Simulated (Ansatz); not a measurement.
Ti3O in space group P-31c (No. 163; Ti on 12i, O on 2d, O on 2a), r²SCAN (plane waves, PAW; program Ansatz), all energies at zero smearing, with the estimated change up to a 700 eV cutoff added, with one set of potentials and settings (totals compare only within such a set). Cell of 16 atoms (12 Ti, 4 O): -32341.024 eV.

| element | reference phase | E (eV/atom) |
|---|---|---|
| Ti | P6/mmm, 3 atoms in the cell | -2504.3896 |
| O | C2/m, 4 atoms in the cell, spin-polarised | -566.0281 |

Formation energy per atom, worked out: (-32341.024 − 12×(-2504.3896) − 4×(-566.0281))/16 = -1.515 eV/atom (-146 kJ per mol of atoms), at 0 K, without zero-point energy or fitted corrections.

The workflow started from a Materials Project entry (that database holds measured and hypothetical structures alike); the Crystallography Open Database files this formula in space group No. 163, but the cells were not matched. Its standing as an ambient phase is unchecked. The r²SCAN relaxation kept the symmetry of its start; whether a distortion lowers the energy is not shown. No spin polarisation was allowed. The references are the lowest solids computed at this level, not always the standard phases (solids in place of the gases).

Potentials: the later of the program's two PAW sets.
